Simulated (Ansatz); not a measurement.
## Zone-centre phonons of SrTiO3: input and output

These are results of DFT r2SCAN, scalar-relativistic, plane waves, PAW (Ansatz 0.2.0), not measurements.

Launched with:
```bash
ansatz run input.yaml --threads 2 --pin off --max-ram 7168MiB --backend cpu --events-out ev --progress --plain --runs-dir out
```

Input (bare energies are in eV):
```yaml
crystal:
  lattice:
    - [3.9072, 0.0, 0.0]
    - [0.0, 3.9072, 0.0]
    - [0.0, 0.0, 3.9072]
  atoms:
    - { symbol: Sr, position: [0.0, 0.0, 0.0] }
    - { symbol: Ti, position: [0.5, 0.5, 0.5] }
    - { symbol: O, position: [0.5, 0.5, 0.0] }
    - { symbol: O, position: [0.5, 0.0, 0.5] }
    - { symbol: O, position: [0.0, 0.5, 0.5] }
basis:
  ecutwfc: 500
kpoints:
  mp_grid: { grid: [8, 8, 8] }
hamiltonian:
  xc: r2scan
scf:
  occupations: { method: fixed }
output:
  eigenvalues: true
phonons:
  method: dfpt
  dielectric: true
  rigid_motions: translations
  eigenvectors: true
```

The end of the output:
```
--- Phonons (Γ-DFPT): 4 representative perturbations + reference, on 170 of 512 k-points (Σ response iterations 27) ---
  k mesh reduced under 2 symmetry operations, with k and −k counted as one. Each operation leaves every solved perturbation unchanged. A smaller set is not considered because the functional reads the kinetic-energy density
  ASR residual: 5.070e-4 → 0.000e0 eV/Å²; symmetrization residual: 4.335e-6 eV/Å²
  ASR residual per site (eV/Å²): 1.70e-4 5.07e-4 4.20e-5 4.20e-5 4.20e-5
  Γ frequencies (cm⁻¹): -87.72 -87.72 -87.72 0.00 0.00 0.00 161.07 161.07 161.07 249.53 249.53 249.53 535.28 535.28 535.28
  ε∞ (high-frequency dielectric tensor):
        5.637697     0.000000     0.000000
        0.000000     5.637697     0.000000
        0.000000     0.000000     5.637697
  softest optical mode at Γ: -87.72 cm⁻¹; the repairs (sum rule, projections) moved no ω² at Γ by more than (2.00 cm⁻¹)²
  Born effective charges Z* (e; rows j = field, columns β = displacement):
    site 0:
         2.51709    0.00000    0.00000
        -0.00000    2.51709    0.00000
        -0.00000   -0.00000    2.51709
    site 1:
         7.13814    0.00000    0.00000
        -0.00000    7.13814   -0.00000
        -0.00000    0.00000    7.13814
    site 2:
        -1.98804    0.00000   -0.00000
        -0.00000   -1.98804    0.00000
         0.00000   -0.00000   -5.67914
    site 3:
        -1.98804    0.00000   -0.00000
         0.00000   -5.67914    0.00000
        -0.00000   -0.00000   -1.98804
    site 4:
        -5.67914   -0.00000   -0.00000
         0.00000   -1.98804    0.00000
        -0.00000   -0.00000   -1.98804
  Z* charge neutrality: 3.949e-3 e pre-enforcement
  solved inside a basis spanned on kpoints, on 8×8×8 k-points, its susceptibility summed on 12×12×12: ε∞ is read to err by 1.8e-2, Z* by 2.8e-2 e (field_mesh: kpoints solves on kpoints); Z* is corrected for ...
  optical modes at Γ without the LO–TO term, one row a degenerate level:
      ω (cm⁻¹) modes IR ((D/Å)²/amu)
        -87.72      3           215.3636
        161.07      3             2.3750
        249.53      3             0.0000
        535.28      3            34.6627
  optical modes at Γ + LO–TO along q̂ = [1.0000, 0.0000, 0.0000]:
      ω (cm⁻¹) modes IR ((D/Å)²/amu)
        -87.72      2           143.5757
        159.81      1             0.0051
        161.07      2             1.5833
        249.53      3             0.0000
        465.77      1             6.4894
        535.28      2            23.1085
        771.95      1            77.6393
  optical modes at Γ + LO–TO along q̂ = [0.0000, 1.0000, 0.0000]:
      ω (cm⁻¹) modes IR ((D/Å)²/amu)
        -87.72      2           143.5757
        159.81      1             0.0051
        161.07      2             1.5833
        249.53      3             0.0000
        465.77      1             6.4894
        535.28      2            23.1085
        771.95      1            77.6393
  optical modes at Γ + LO–TO along q̂ = [0.0000, 0.0000, 1.0000]:
      ω (cm⁻¹) modes IR ((D/Å)²/amu)
        -87.72      2           143.5757
        159.81      1             0.0051
        161.07      2             1.5833
        249.53      3             0.0000
        465.77      1             6.4894
        535.28      2            23.1085
        771.95      1            77.6393
```

It took 3.8 min on 2 threads of Intel(R) Xeon(R) 6975P-C (Granite Rapids), with other jobs on the host, peak memory 4.2 GiB.

Its imaginary modes show that this cell, the ideal cubic perovskite prototype, isn't a minimum of the energy.

Negative frequencies stand for imaginary ones: the cell is unstable against these modes.